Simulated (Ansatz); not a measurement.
Here is the system:

HfRh$_{3}$:
```xyz
4
Lattice="-1.9654 1.9654 3.8585 1.9654 -1.9654 3.8585 1.9654 1.9654 -3.8585" Properties=species:S:1:pos:R:3 pbc="T T T"
Rh     0.0000     0.0000     3.8585
Rh     0.0000     1.9654     1.9293
Rh     1.9654     0.0000     1.9293
Hf     0.0000     0.0000     0.0000
```

This is the PBEsol-relaxed structure.

Question: All from PBEsol in the plane-wave PAW code Ansatz, unless another level is named. Estimate the formation energy from the elements (no fitted shifts).

Answer: -0.60 eV/atom.

Question: And the density of states at the Fermi level?

Answer: 1.0 states/eV per atom (mean over ±0.08 eV).

Space group I4/mmm. The cell is a constructed one: a structure type filled with these elements; neither database checked (COD, Materials Project) lists it. COD files the formula under space group No. 221. Whether it is the stable phase at ambient conditions was not checked. Symmetry was held in the PBEsol relaxation; its stability against distortions is not shown here. No spin polarisation was allowed. The references are the lowest solids computed at this level, not always the standard phases. Scalar-relativistic: spin–orbit coupling is off unless named, which matters more the heavier the elements.

Potentials: the earlier of the program's two PAW sets. The files were generated under PBE; for other functionals the program regenerates the frozen cores, and for LDA and PBEsol the local potential too.
